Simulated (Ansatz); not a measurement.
### Question
Name crystals whose computed values (LDA (plane waves, PAW; program Ansatz)) fall in these windows: G_Hill (GPa) 31 to 40; highest Γ mode, no LO–TO term (cm⁻¹) 93 to 130; Θ_D (K) 190 to 230.

### Answer


| crystal | G_Hill (GPa) | highest Γ mode, no LO–TO term (cm⁻¹) | Θ_D (K) |
|---|---|---|---|
| YAu, CsCl type | 34.7 | 110 | 214 |
| LaSb, rock salt | 32.3 | 129 | 229 |
| LuBi, rock salt | 38.5 | 124 | 200 |
Others may fit too.

Standing as an ambient phase not checked: YAu, CsCl type; LaSb, rock salt; LuBi, rock salt. All cells were relaxed under the symmetry of their starts (and spin orders); stability against distortions was not tested throughout. Rows with no word on spin ran without spin polarisation. Scalar-relativistic: spin–orbit coupling is off unless named, which matters more the heavier the elements.

Potentials: the later of the program's two PAW sets.
